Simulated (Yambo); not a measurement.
G0W0@LDA for K3RhF6 (space group Fm-3m, No. 225) in Yambo. Reference settings: 2×2×2 Γ-centred k mesh, bands 5 to 328 and a 8 Ry block in the screening, 328 bands in G with the Bruneval-Gonze terminator, plasmon pole fitted at 27.2 eV. The LDA gap X → X on this mesh is 2.03 eV; G0W0 gaps are taken between the same points.

Gap (X → X) in eV against the number of bands and the screening block, terminator on:

| bands (W and G) | 2 Ry | 3 Ry | 5 Ry | 6 Ry | 8 Ry |
|---|---|---|---|---|---|
| 85 | 6.607 | 6.222 | 6.075 | 6.070 | 6.115 |
| 127 | 6.477 | 6.115 | 5.954 | 5.949 | 5.983 |
| 184 | 6.415 | 6.037 | 5.872 | 5.866 | 5.896 |
| 255 | 6.391 | 6.027 | 5.859 | 5.852 | 5.870 |
| 328 | 6.399 | 6.027 | 5.851 | 5.838 | 5.842 |

Rough cost of the Yambo step against the reference (shared machines):

```json
[
 {"bands (W and G)": "85", "2 Ry": "1/6", "3 Ry": "1/6", "5 Ry": "1/5", "6 Ry": "1/6", "8 Ry": "1/5"},
 {"bands (W and G)": "127", "2 Ry": "1/5", "3 Ry": "1/4", "5 Ry": "1/4", "6 Ry": "1/4", "8 Ry": "1/3"},
 {"bands (W and G)": "184", "2 Ry": "1/3", "3 Ry": "1/3", "5 Ry": "1/4", "6 Ry": "1/4", "8 Ry": "1/3"},
 {"bands (W and G)": "255", "2 Ry": "1/3", "3 Ry": "1/3", "5 Ry": "1/2", "6 Ry": "1/2", "8 Ry": "~1"},
 {"bands (W and G)": "328", "2 Ry": "1/2", "3 Ry": "~1", "5 Ry": "~1", "6 Ry": "~1", "8 Ry": "1"}
]
```

At the largest block the last step in bands moves the gap by -0.028 eV; at the most bands the last step in the block moves it by 0.004 eV.

Spin-orbit splittings are left out.

Geometry of the Materials Project entry, not relaxed at this level; primitive cell a = b = c = 6.237 Å, α = β = γ = 60.00°.

The structure is a Materials Project entry; no match was found in the copy of COD used, and its stability was not checked.
